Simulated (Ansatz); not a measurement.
CuSn:
Space group P6₃/mmc (No. 194); a = 4.120 Å, b = 4.120 Å, c = 4.974 Å, α = 90.00°, β = 90.00°, γ = 120.00°

```json
[
 {"atom": "Cu", "site": "2a", "symmetry": "-3m.", "x": "0.0000", "y": "0.0000", "z": "0.0000"},
 {"atom": "Sn", "site": "2c", "symmetry": "-6m2", "x": "0.3333", "y": "0.6667", "z": "0.2500"}
]
```

Relaxed at zero pressure with plane-wave PAW PBEsol (Ansatz code).

Q: The volume is lowered by 3 % and shape and atoms relax at that volume. What pressure results, and how do the axes share the change?

A: 3.0 GPa; a -1.1 %, b -1.1 %, c -0.9 %; the energy rises by 5 meV/atom.

Q: Give the new structure.

A: 
Space group P6₃/mmc (No. 194); a = b = 4.076 Å, c = 4.930 Å, α = β = 90.00°, γ = 120.00°

| atom | site | symmetry | x | y | z |
|---|---|---|---|---|---|
| Cu | 2a | -3m. | 0.0000 | 0.0000 | 0.0000 |
| Sn | 2c | -6m2 | 0.3333 | 0.6667 | 0.2500 |

The phase is kept; no other phase was compared at this pressure.

Space group P6_3/mmc (NiAs type). The first step of the workflow began from a Materials Project structure, measured or hypothetical; the Crystallography Open Database files this formula in space group No. 194, but the cells were not matched. Its standing as an ambient phase is unchecked. The PBEsol relaxation kept the symmetry of its start; whether a distortion lowers the energy is not shown. The run is not spin-polarised. Axis ratios of metals converge slowly with the k-mesh, so a and c are less sure than the volume. Spin–orbit coupling is left out wherever it is not named.

Potentials: the later of the program's two PAW sets.
